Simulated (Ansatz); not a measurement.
Ba2Ti2N3F3:
```xyz
10
Lattice="4.0483 0.0000 0.0000 0.0000 4.0483 0.0000 0.0000 0.0000 8.4338" Properties=species:S:1:pos:R:3 pbc="T T T"
Ba     2.0242     2.0242     0.0000
Ti     0.0000     0.0000     6.0980
F      2.0242     0.0000     6.4444
N      0.0000     2.0242     6.3297
F      0.0000     0.0000     0.0000
Ba     2.0242     2.0242     4.2169
Ti     0.0000     0.0000     2.3358
N      2.0242     0.0000     2.1041
F      0.0000     2.0242     1.9894
N      0.0000     0.0000     4.2169
```

Relaxed with r²SCAN. Special points in fractions of this cell's reciprocal vectors: Γ (0.000, 0.000, 0.000); X (0.000, 0.500, 0.000); M (0.500, 0.500, 0.000); Z (0.000, 0.000, 0.500); R (0.000, 0.500, 0.500); A (0.500, 0.500, 0.500).

### Question
List the band energies nearest the valence-band maximum at these points for the program Ansatz at the r²SCAN level (PAW).

### Answer
In eV from the valence-band maximum; about four levels below and three above (degenerate sets whole), none deeper than 8.9 eV; points with the same levels are listed once.

| k | below | above |
|---|---|---|
| Γ | -0.31 -0.31 -0.06 -0.06 | 1.60 1.75 1.87 1.87 |
| X | -0.54 -0.42 -0.34 -0.21 | 2.03 2.39 2.86 |
| M | -1.05 -0.43 -0.37 -0.37 | 2.93 2.93 3.13 |
| Z | -0.24 -0.24 -0.16 -0.16 | 1.62 1.72 1.99 1.99 |
| R | -0.64 -0.42 -0.40 -0.02 | 2.10 2.39 2.79 |
| A | -0.83 -0.68 -0.41 -0.41 | 2.81 2.81 3.89 |

Space group P-4m2. The start of the workflow was typed in or built on a structure type; neither database checked (COD, Materials Project) lists it. Whether it is the stable phase at ambient conditions was not checked. The cell was relaxed with r²SCAN under the symmetry of its start; its stability against distortions is not shown here. The workflow began spin-polarised and lost its moments. Scalar-relativistic: spin–orbit coupling is off unless named, which matters more the heavier the elements.

Potentials: the earlier of the program's two PAW sets. The files were generated under PBE; for other functionals the program regenerates the frozen cores, and for LDA and PBEsol the local potential too.
